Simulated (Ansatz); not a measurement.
A: ZnSe (zinc blende), a = b = c = 5.733 Å, α = β = γ = 90.00°
B: ZrO2 (fluorite), a = b = c = 5.1159 Å, α = β = γ = 90.00°
C: ZrC (rock salt), a = 4.7087 Å, b = 4.7087 Å, c = 4.7087 Å, α = 90.00°, β = 90.00°, γ = 90.00°

Scan: energy over volume and axial ratio (atoms clamped). One method and one kind of scan serve all of them; meshes and ranges differ. All were relaxed with their symmetry unable to fall. This is a high-temperature form of ZrO2. ZrC is run without spin polarisation. ZrO2 is run without spin polarisation.

Problem. Rank these by shear modulus C′ = (C11 − C12)/2 (fitted) (highest first), as PBE (plane waves to 420 eV, PAW, scalar-relativistic; Ansatz, a first-principles code) gives it.

Solution. B (214 GPa), C (177 GPa), A (17 GPa)

(A scan under strain: stresses follow from slopes of the energy per volume, elastic moduli from its curvatures.)
